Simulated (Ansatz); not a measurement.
The elements of this relaxed trial crystal are hidden behind letters.

```
lattice vectors (Å)
   3.3724    1.9471    8.2975
  -3.3724    1.9471    8.2975
   0.0000   -3.8941    8.2975
fractional positions
X 0.0000 0.0000 0.0000
Z 0.0000 0.0000 0.5000
Z 0.5000 0.0000 0.0000
Z 0.0000 0.5000 0.0000
Q 0.7457 0.7457 0.7457
Q 0.2543 0.2543 0.2543
```

All numbers below come from DFT PBE, scalar-relativistic, plane waves, PAW in Ansatz. Cutoff 420 eV, Γ-centred 6×6×6 mesh (6-atom cell), Gaussian smearing of 0.02 eV, no spin polarisation.

```
Space group                              : R-3m (No. 166)
Conventional cell                        : a = 6.745 Å, c = 24.893 Å
Volume per atom                          : 54.48 Å³
Density                                  : 2.08 g/cm³
Energy over the elements                 : −0.586 eV/atom
Gap on the 6×6×6 mesh of the 6-atom cell : 1.41 eV
```

Energies are uncorrected and count from the elements' standard states at the same level.

Problem. X is an s-block element of period 5, Z is an s-block element of period 3 and Q is a p-block element of period 5. Which elements are they?

Solution. X = Rb, Z = Na, Q = Te, so the formula is RbNa3Te2. Density times volume gives a mean mass of 2.08 × 54.48/1.6605 = 68.2 u per atom, and this set has 68.3 u. Rb has 6 Te at 4.36 Å and 6 Na at 4.58 Å; Na is surrounded by 2 Te at 2.92 Å, 4 Na at 3.37 Å and 2 Rb at 4.58 Å; Te has 3 Na at 2.92 Å and 3 Rb at 4.36 Å. Other sets within the hints have nearly the same mass, so mass alone doesn't settle it; this one was computed.

These runs have no spin–orbit coupling, which can matter for Te. Kohn–Sham gaps at this level usually fall short of measured ones. The missing spin–orbit coupling can work the other way here. A structure relaxed within its symmetry needn't be a true minimum. Another cell of RbNa3Te2 relaxed alike, in P-3m1, lies 0.36 eV/atom lower, so this cell isn't the stable form at this level.
